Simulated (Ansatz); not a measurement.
A 2-atom cell of MgS (Fm-3m) from a materials database (r2SCAN geometry), in Ansatz:

```
Mg S
1.0
     0.00000    2.60152    2.60152
     2.60152    0.00000    2.60152
     2.60152    2.60152    0.00000
Mg S
1 1
Direct
  0.00000 0.00000 0.00000
  0.50000 0.50000 0.50000
```

G0W0@PBE with 260 empty bands, a screening cutoff of 220 eV and a 6×6×6 mesh (PAW, contour deformation) gives 4.283 eV over the mesh points, from a PBE gap of 2.788 eV; it sums over 268 bands with 259 plane waves in the screening and a wave cutoff of 420 eV. The G0W0 figures hold for the stated bands, cutoff and mesh and aren't extrapolated. Calculated for a static, non-magnetic cell.

Question: Estimate the gap with empty bands 105, screening cutoff 120 eV.

Answer: 4.145 eV (-0.138 eV), from a Kohn-Sham gap of 2.788 eV.

Question: Estimate the gap with potentials of the kind norm-conserving.

Answer: 4.245 eV (-0.038 eV), from a Kohn-Sham gap of 2.787 eV.

Question: Estimate the gap with starting point r2SCAN.

Answer: 4.653 eV (+0.370 eV), from a Kohn-Sham gap of 3.461 eV.
